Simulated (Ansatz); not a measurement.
Ansatz (a quantum-chemistry and plane-wave program) input:

Ansatz 0.2 input:
```yaml
crystal:
  lattice:
    - [5.2177007541, 0.0, 0.0]
    - [-2.6088503771, 4.5186614024, 0.0]
    - [0.0, 0.0, 5.024274446]
  atoms:
    - { symbol: Al, position: [0.0, 0.0, 0.25362695] }
    - { symbol: Al, position: [0.0, 0.0, 0.74637305] }
    - { symbol: Al, position: [0.3333333333, 0.6666666667, 0.5] }
    - { symbol: Al, position: [0.6666666667, 0.3333333333, 0.5] }
    - { symbol: Al, position: [0.0, 0.5, 0.0] }
    - { symbol: Al, position: [0.5, 0.0, 0.0] }
    - { symbol: Al, position: [0.5, 0.5, 0.0] }
kpoints:
  mp_grid: { grid: [19, 19, 17] }
hamiltonian:
  xc: pbesol
  pseudopotentials: { kind: paw }
scf:
  occupations: { method: fermi_dirac, width: 0.1 }
elastic: { mode: relaxed_ion, stencil: two_point, amplitude: 0.005, f_tol: 0.0005 }
```

Output (shortened):

```
Pseudopotential: Al, paw, valence charge 3
Functional definition: PBEsol
Crystal: 7 atoms, lattice volume = 118.457 Å³
Basis set: ecut = 420 eV, 2315 PW (Γ), exchange–correlation on 72×72×72 points (8 copies of the dense FFT grid, shifted against one another)
Bands: 18, of which v1, the nominal top of the filled ones, is band 11 counted from 1 (10 counted from 0)
Symmetry: 24 space group operations
Space group: P6/mmm (ITA 191), of the structure as read, at distance tolerance 4.9e-5 Å
k-points: 360 of 6137
SCF 1 converged in 8 iterations: F = -3671.023709 eV  dr2 = 9.59e-14
relax step   1: F+E_penalty+E_count = -3671.02370903 eV  Δ(F+E_penalty+E_count) = +0.000e0 eV  max|allowed force component| = 2.028e-2 eV/Å  Δτ_max = 0.0000 Å  (8 SCF iters, accepted)
Crystal: 7 atoms, lattice volume = 118.457 Å³
SCF 2 converged in 7 iterations: F = -3671.023727 eV  dr2 = 3.37e-14
relax step   2: F+E_penalty+E_count = -3671.02372706 eV  Δ(F+E_penalty+E_count) = -1.803e-5 eV  max|allowed force component| = 1.106e-3 eV/Å  Δτ_max = 0.0008 Å  (7 SCF iters, accepted)
Crystal: 7 atoms, lattice volume = 118.457 Å³
SCF 3 converged in 7 iterations: F = -3671.023727 eV  dr2 = 1.80e-14
relax step   3: F+E_penalty+E_count = -3671.02372711 eV  Δ(F+E_penalty+E_count) = -5.379e-8 eV  max|allowed force component| = 5.616e-7 eV/Å  Δτ_max = 0.0000 Å  (7 SCF iters, accepted)
Crystal: 7 atoms, lattice volume = 118.457 Å³
SCF 4 converged in 9 iterations: F = -3671.023727 eV  dr2 = 3.58e-14
Crystal: 7 atoms, lattice volume = 117.865 Å³
Basis set: ecut = 420 eV, 2307 PW (Γ), exchange–correlation on 72×72×72 points (8 copies of the dense FFT grid, shifted against one another)
Symmetry: 8 space group operations
k-points: 900 of 6137
SCF 5 converged in 8 iterations: F = -3671.023655 eV  dr2 = 2.74e-15
relax step   1: F+E_penalty+E_count = -3671.02365522 eV  Δ(F+E_penalty+E_count) = +0.000e0 eV  max|allowed force component| = 1.291e-2 eV/Å  Δτ_max = 0.0000 Å  (8 SCF iters, accepted)
Crystal: 7 atoms, lattice volume = 117.865 Å³
SCF 6 converged in 7 iterations: F = -3671.023675 eV  dr2 = 3.69e-15
relax step   2: F+E_penalty+E_count = -3671.02367535 eV  Δ(F+E_penalty+E_count) = -2.013e-5 eV  max|allowed force component| = 1.289e-3 eV/Å  Δτ_max = 0.0018 Å  (7 SCF iters, accepted)
Crystal: 7 atoms, lattice volume = 117.865 Å³
SCF 7 converged in 6 iterations: F = -3671.023676 eV  dr2 = 7.10e-14
relax step   3: F+E_penalty+E_count = -3671.02367600 eV  Δ(F+E_penalty+E_count) = -6.487e-7 eV  max|allowed force component| = 1.476e-4 eV/Å  Δτ_max = 0.0005 Å  (6 SCF iters, accepted)
Crystal: 7 atoms, lattice volume = 117.865 Å³
SCF 8 converged in 10 iterations: F = -3671.023676 eV  dr2 = 3.07e-16
Crystal: 7 atoms, lattice volume = 119.050 Å³
Basis set: ecut = 420 eV, 2339 PW (Γ), exchange–correlation on 72×72×72 points (8 copies of the dense FFT grid, shifted against one another)
SCF 9 converged in 8 iterations: F = -3671.021512 eV  dr2 = 3.16e-15
relax step   1: F+E_penalty+E_count = -3671.02151208 eV  Δ(F+E_penalty+E_count) = +0.000e0 eV  max|allowed force component| = 1.260e-2 eV/Å  Δτ_max = 0.0000 Å  (8 SCF iters, accepted)
Crystal: 7 atoms, lattice volume = 119.050 Å³
SCF 10 converged in 7 iterations: F = -3671.021532 eV  dr2 = 8.25e-15
relax step   2: F+E_penalty+E_count = -3671.02153208 eV  Δ(F+E_penalty+E_count) = -2.000e-5 eV  max|allowed force component| = 3.952e-4 eV/Å  Δτ_max = 0.0022 Å  (7 SCF iters, accepted)
Crystal: 7 atoms, lattice volume = 119.050 Å³
SCF 11 converged in 9 iterations: F = -3671.021532 eV  dr2 = 5.12e-14
Crystal: 7 atoms, lattice volume = 117.865 Å³
SCF 12 converged in 8 iterations: F = -3671.018926 eV  dr2 = 5.55e-15
relax step   1: F+E_penalty+E_count = -3671.01892612 eV  Δ(F+E_penalty+E_count) = +0.000e0 eV  max|allowed force component| = 1.672e-2 eV/Å  Δτ_max = 0.0000 Å  (8 SCF iters, accepted)
Crystal: 7 atoms, lattice volume = 117.865 Å³
SCF 13 converged in 7 iterations: F = -3671.018938 eV  dr2 = 2.31e-15
relax step   2: F+E_penalty+E_count = -3671.01893788 eV  Δ(F+E_penalty+E_count) = -1.175e-5 eV  max|allowed force component| = 7.252e-4 eV/Å  Δτ_max = 0.0007 Å  (7 SCF iters, accepted)
Crystal: 7 atoms, lattice volume = 117.865 Å³
SCF 14 converged in 5 iterations: F = -3671.018938 eV  dr2 = 9.11e-14
relax step   3: F+E_penalty+E_count = -3671.01893790 eV  Δ(F+E_penalty+E_count) = -2.218e-8 eV  max|allowed force component| = 4.000e-7 eV/Å  Δτ_max = 0.0000 Å  (5 SCF iters, accepted)
Crystal: 7 atoms, lattice volume = 117.865 Å³
SCF 15 converged in 9 iterations: F = -3671.018938 eV  dr2 = 1.04e-14
Crystal: 7 atoms, lattice volume = 119.050 Å³
SCF 16 converged in 8 iterations: F = -3671.025676 eV  dr2 = 2.77e-15
relax step   1: F+E_penalty+E_count = -3671.02567620 eV  Δ(F+E_penalty+E_count) = +0.000e0 eV  max|allowed force component| = 1.601e-2 eV/Å  Δτ_max = 0.0000 Å  (8 SCF iters, accepted)
Crystal: 7 atoms, lattice volume = 119.050 Å³
SCF 17 converged in 6 iterations: F = -3671.025688 eV  dr2 = 7.21e-14
relax step   2: F+E_penalty+E_count = -3671.02568789 eV  Δ(F+E_penalty+E_count) = -1.169e-5 eV  max|allowed force component| = 1.299e-3 eV/Å  Δτ_max = 0.0007 Å  (6 SCF iters, accepted)
Crystal: 7 atoms, lattice volume = 119.050 Å³
SCF 18 converged in 6 iterations: F = -3671.025688 eV  dr2 = 2.51e-14
relax step   3: F+E_penalty+E_count = -3671.02568796 eV  Δ(F+E_penalty+E_count) = -7.747e-8 eV  max|allowed force component| = 4.575e-7 eV/Å  Δτ_max = 0.0001 Å  (6 SCF iters, accepted)
Crystal: 7 atoms, lattice volume = 119.050 Å³
SCF 19 converged in 9 iterations: F = -3671.025688 eV  dr2 = 7.43e-14
Crystal: 7 atoms, lattice volume = 118.457 Å³
Basis set: ecut = 420 eV, 2331 PW (Γ), exchange–correlation on 72×72×72 points (8 copies of the dense FFT grid, shifted against one another)
Symmetry: 4 space group operations
k-points: 1620 of 6137
SCF 20 converged in 7 iterations: F = -3671.023594 eV  dr2 = 1.79e-14
relax step   1: F+E_penalty+E_count = -3671.02359389 eV  Δ(F+E_penalty+E_count) = +0.000e0 eV  max|allowed force component| = 1.231e-2 eV/Å  Δτ_max = 0.0000 Å  (7 SCF iters, accepted)
Crystal: 7 atoms, lattice volume = 118.457 Å³
SCF 21 converged in 7 iterations: F = -3671.023656 eV  dr2 = 3.12e-15
relax step   2: F+E_penalty+E_count = -3671.02365603 eV  Δ(F+E_penalty+E_count) = -6.214e-5 eV  max|allowed force component| = 1.092e-2 eV/Å  Δτ_max = 0.0027 Å  (7 SCF iters, accepted)
Crystal: 7 atoms, lattice volume = 118.457 Å³
SCF 22 converged in 8 iterations: F = -3671.023878 eV  dr2 = 7.54e-16
relax step   3: F+E_penalty+E_count = -3671.02387814 eV  Δ(F+E_penalty+E_count) = -2.221e-4 eV  max|allowed force component| = 1.865e-3 eV/Å  Δτ_max = 0.0176 Å  (8 SCF iters, accepted)
Crystal: 7 atoms, lattice volume = 118.457 Å³
SCF 23 converged in 7 iterations: F = -3671.023884 eV  dr2 = 3.69e-15
relax step   4: F+E_penalty+E_count = -3671.02388383 eV  Δ(F+E_penalty+E_count) = -5.687e-6 eV  max|allowed force component| = 2.808e-4 eV/Å  Δτ_max = 0.0033 Å  (7 SCF iters, accepted)
Crystal: 7 atoms, lattice volume = 118.457 Å³
SCF 24 converged in 9 iterations: F = -3671.023884 eV  dr2 = 3.93e-14
Crystal: 7 atoms, lattice volume = 118.457 Å³
SCF 25 converged in 7 iterations: F = -3671.023594 eV  dr2 = 1.78e-14
relax step   1: F+E_penalty+E_count = -3671.02359389 eV  Δ(F+E_penalty+E_count) = +0.000e0 eV  max|allowed force component| = 1.231e-2 eV/Å  Δτ_max = 0.0000 Å  (7 SCF iters, accepted)
Crystal: 7 atoms, lattice volume = 118.457 Å³
SCF 26 converged in 8 iterations: F = -3671.023880 eV  dr2 = 8.41e-16
relax step   2: F+E_penalty+E_count = -3671.02387982 eV  Δ(F+E_penalty+E_count) = -2.859e-4 eV  max|allowed force component| = 6.917e-3 eV/Å  Δτ_max = 0.0231 Å  (8 SCF iters, accepted)
Crystal: 7 atoms, lattice volume = 118.457 Å³
SCF 27 converged in 7 iterations: F = -3671.023875 eV  dr2 = 7.27e-15
relax step   3: F+E_penalty+E_count = -3671.02387544 eV  Δ(F+E_penalty+E_count) = +4.383e-6 eV  max|allowed force component| = 4.457e-3 eV/Å  Δτ_max = 0.0027 Å  (7 SCF iters, rejected (line search))
Crystal: 7 atoms, lattice volume = 118.457 Å³
SCF 28 converged in 7 iterations: F = -3671.023884 eV  dr2 = 4.35e-15
relax step   4: F+E_penalty+E_count = -3671.02388382 eV  Δ(F+E_penalty+E_count) = -3.999e-6 eV  max|allowed force component| = 1.612e-4 eV/Å  Δτ_max = 0.0008 Å  (7 SCF iters, accepted)
Crystal: 7 atoms, lattice volume = 118.457 Å³
SCF 29 converged in 9 iterations: F = -3671.023884 eV  dr2 = 3.58e-14
SCF converged after 9 iterations
Stability not checked: this state was not tested for a lower state beside it, because too few of the mixer's solves of this state at the end of the SCF gave a …
Free energy (F): -3671.023727 eV
Harris-Foulkes:  -3671.023727 eV  (|F-HF|=9.09e-13)
Internal energy: -3670.930329 eV  (E = F + TS)
E sigma→0 (E₀):  -3670.977028 eV
Entropy (-TS):   -0.093398 eV (-13.343 meV/atom)
Fermi energy:    7.589114 eV
--- Per-component energies (eV) ---
  E_band       = 67.685191
  E_kinetic    = 159.061935
  E_local      = 55.857489  (includes V_loc(G=0)·N_el)
  E_nonlocal   = 73.621708
  E_hartree    = 3.953011
  E_xc         = -275.282735
  E_vxc        = -203.324637  (∫ρ·V_xc dr)
  E_paw        = -3183.085564  (= ΣΔE_a)
  E_vpaw       = -25.437309  (= ΣTr[D̂ρ^β])
  E_aug_tail   = -0.000017  (compensation charges beyond the density's cutoff)
  E_ewald      = -505.190129
  E_core_change = 0.133973  (= ΣΔE_core)
  E_smearing   = -0.093398  (= −TS)
  E_closure    = 0.000000  (closes the sum)
  Σ components = -3671.023727   (vs F -3671.023727, Δ=0.00e0)
--- Forces (eV/Å), atoms counted from 1 ---
  atom   1  Al     0.00000000     0.00000000    -0.00000060
  atom   2  Al     0.00000000     0.00000000     0.00000060
  atom   3  Al     0.00000000     0.00000000     0.00000000
  atom   4  Al     0.00000000     0.00000000     0.00000000
  atom   5  Al     0.00000000     0.00000000     0.00000000
  atom   6  Al     0.00000000     0.00000000     0.00000000
  atom   7  Al     0.00000000     0.00000000     0.00000000
  max |Σ_I F_I| component: 1.16e-18 eV/Å
--- Stress (GPa, compression-positive) ---
       -0.295742       0.000000       0.000000
        0.000000      -0.295742       0.000000
        0.000000       0.000000       0.907720
  P = ⅓ Tr σ = 0.1054 GPa (1.054 kbar)
--- Band table (eV; the first three rows and the last of 360) ---
  k-point 0: bands = ["-3.4464", "2.3635", "2.5166", "2.9160", "3.3911", "3.6047", "3.6047", "4.0797", "4.0797", "8.2285", "8.5706", "9.3656", "9.3656", "9.3722", "9.3722", "9.4202", "9.4913", "9.4913"]
  k-point 1: bands = ["-3.4277", "1.8041", "2.9310", "3.1089", "3.4101", "3.6205", "3.6205", "4.0991", "4.0991", "8.0757", "8.2623", "8.8114", "8.8114", "8.9635", "8.9635", "9.7666", "10.0862", "10.0862"]
  k-point 2: bands = ["-3.3720", "1.2114", "2.9755", "3.4639", "3.6676", "3.6676", "3.8017", "4.1574", "4.1574", "7.7293", "7.7622", "8.2413", "8.2413", "8.4046", "8.4046", "10.3816", "10.7791", "10.7791"]
  k-point 359: bands = ["-0.3925", "-0.0291", "-0.0190", "0.8477", "1.2177", "1.2185", "6.0372", "6.4248", "7.4240", "7.9718", "8.0154", "8.5637", "10.8580", "11.1273", "11.1564", "11.8392", "12.0406", "12.4503"]
--- Elastic constants: 3 strain directions × 2 members + reference (group order 24) ---
  dense FFT box of the reference and of every strained cell: 36×36×36
  strains applied: 11, 33, 23; error gains …
  reference relaxed by the batch: 3 steps …
  largest displacement 8.9e-4 Å; the constants are those of the deck's cell at these positions:
  atoms:
    - { symbol: Al, position: [0.0, 0.0, 0.25344949403187245] }
    - { symbol: Al, position: [0.0, 0.0, 0.7465505059681276] }
    - { symbol: Al, position: [0.33333333333333337, 0.6666666666666666, 0.5] }
    - { symbol: Al, position: [0.6666666666666667, 0.3333333333333333, 0.5] }
    - { symbol: Al, position: [5.551115123125783e-17, 0.49999999999999994, 0.0] }
    - { symbol: Al, position: [0.5, 0.0, 0.0] }
    - { symbol: Al, position: [0.5, 0.49999999999999994, 0.0] }
  C = ∂σ_k/∂η_j (tension-positive GPa; Voigt order 11 22 33 23 13 12):
       121.597     55.735     39.698      0.000      0.000      0.000
        55.735    121.597     39.698      0.000      0.000      0.000
        40.994     40.994    153.204      0.000      0.000      0.000
         0.000      0.000      0.000    -16.796      0.000      0.000
         0.000      0.000      0.000      0.000    -16.796      0.000
         0.000      0.000      0.000      0.000      0.000     32.931
  reference stress σ⁰ (GPa):      0.296      0.296     -0.908      0.000      0.000      0.000
  moduli (Voigt/Reuss/Hill, GPa): K = 74.36/74.18/74.27   G = 17.20/-126.00/-54.40   E = -215.92   ν = 0.985
  mechanically stable: NO (min eigenvalue of sym C = -16.80 GPa)
  strain η (Voigt 11):  stress-route row diagonal C_11 = 121.60 GPa, energy-path curvature d²(F+E_count+ΔE)/dδ²/Ω₀ = 121.68 GPa
         δ    σ_11 (GPa)             F (eV)   n_scf  n_hpsi   n_pw
    -5.000e-3      -0.3289       -3671.0236760      10  322991   2327   relax 3 steps, max|allowed force component| 1.48e-4 eV/Å
     5.000e-3       0.8871       -3671.0215321       9  309227   2352   relax 2 steps, max|allowed force component| 3.95e-4 eV/Å
  strain η (Voigt 33):  stress-route row diagonal C_33 = 153.20 GPa, energy-path curvature d²(F+E_count+ΔE)/dδ²/Ω₀ = 153.16 GPa
         δ    σ_33 (GPa)             F (eV)   n_scf  n_hpsi   n_pw
    -5.000e-3      -1.6896       -3671.0189379       9  124144   2333   relax 3 steps, max|allowed force component| 4.00e-7 eV/Å
     5.000e-3      -0.1575       -3671.0256880       9  122833   2363   relax 3 steps, max|allowed force component| 4.58e-7 eV/Å
  strain η (Voigt 23):  stress-route row diagonal C_44 = -16.80 GPa, energy-path curvature d²(F+E_count+ΔE)/dδ²/Ω₀ = -16.79 GPa
         δ    σ_23 (GPa)             F (eV)   n_scf  n_hpsi   n_pw
    -5.000e-3       0.0840       -3671.0238838       9  557220   2339   relax 4 steps, max|allowed force component| 2.81e-4 eV/Å
     5.000e-3      -0.0840       -3671.0238838       9  557521   2339   relax 4 steps, max|allowed force component| 1.61e-4 eV/Å
```

Cost: around 50 core-minutes (rough) on shared cores.

The start of the workflow was typed in or built on a structure type; neither database checked (COD, Materials Project) lists it. It is not the phase usual at ambient conditions (space group No. 225). Symmetry was held in the PBEsol relaxation. At this level the phase is mechanically unstable. As this level gives no gap, shear constants depend on the k-mesh and smearing (Fermi–Dirac, 0.1 eV here). Axis ratios of metals converge slowly with the k-mesh, so a and c are less sure than the volume. On the denser mesh and wider smearing of the elastic run this cell carries a stress of 0.9 GPa.

Potentials: the later of the program's two PAW sets.

Ansatz is a plane-wave DFT program.
